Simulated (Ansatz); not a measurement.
## How much do the gradients of SrC2N2O2 depend on the method?

Cell: a refined structure from the COD whose atoms were relaxed with PBE, the cell held.

```cif
data_SrC2N2O2
_symmetry_space_group_name_H-M 'R3c:H'
_symmetry_Int_Tables_number 161
_cell_length_a 11.8620
_cell_length_b 11.8620
_cell_length_c 12.6980
_cell_angle_alpha 90.000
_cell_angle_beta 90.000
_cell_angle_gamma 120.000
loop_
_atom_site_label
_atom_site_type_symbol
_atom_site_symmetry_multiplicity
_atom_site_Wyckoff_symbol
_atom_site_fract_x
_atom_site_fract_y
_atom_site_fract_z
Sr Sr 18 b 0.0050 0.6483 0.6206
C7 C 18 b 0.9773 0.8785 0.7627
C13 C 18 b 0.9571 0.8726 0.5028
N19 N 18 b 0.0449 0.1317 0.5044
N25 N 18 b 0.1020 0.9762 0.7617
O31 O 18 b 0.9121 0.7485 0.4970
O37 O 18 b 0.5748 0.8599 0.4341
```

One atom of each set is listed; the run and its k-mesh use a cell of 42 atoms with edges of 8.05, 8.05, 8.05 Å.

First run. Level of theory: DFT, PBE, plane waves and PAW, scalar-relativistic, 420 eV cutoff, Γ-centred 3×3×3 k-points, Fermi–Dirac smearing 0.02 eV (Ansatz 0.2.0).

| site | V_zz (10²¹ V/m²) | η |
| --- | --- | --- |
| Sr | -7.99 | 0.57 |
| C7 | 2.61 | 0.22 |
| C13 | 2.62 | 0.16 |
| N19 | 5.24 | 0.96 |
| N25 | -5.36 | 0.94 |
| O31 | -11.70 | 1.00 |
| O37 | 11.77 | 0.92 |

Second run. The same atoms and settings, except that the functional is r2SCAN and the cutoff is 500 eV.

Task: What does the second run give?

Result: 

```
site   V_zz     η  change of V_zz
  Sr  -8.14  0.54           -0.15
  C7   3.04  0.18           +0.43
 C13   3.05  0.12           +0.43
 N19   5.44  0.94           +0.20
 N25  -5.47  0.97           -0.11
 O31  12.20  1.00               –
 O37  12.25  0.90           +0.48
```

The largest change of V_zz along a kept axis is on O37, from 11.77 to 12.25. In per cent, |V_zz| changes by +2 on Sr, +17 on C, +2 to +4 on N, +4 on O (all sites that start above 0.5, bar those whose gradient vanishes or changes sign or whose main axis turns by over 40°). On O31 the largest principal value lies along another axis in the second run, so the two V_zz can't be compared directly.

Without spin–orbit coupling (the program notes it for Sr) the gradients are little affected as a rule: paired runs on crystals with a gap mostly move them by under 2 % at such atoms.
For the second run: The largest force is 0.5 eV/Å, so the atoms aren't at the calculated equilibrium and relaxing them would move these values.
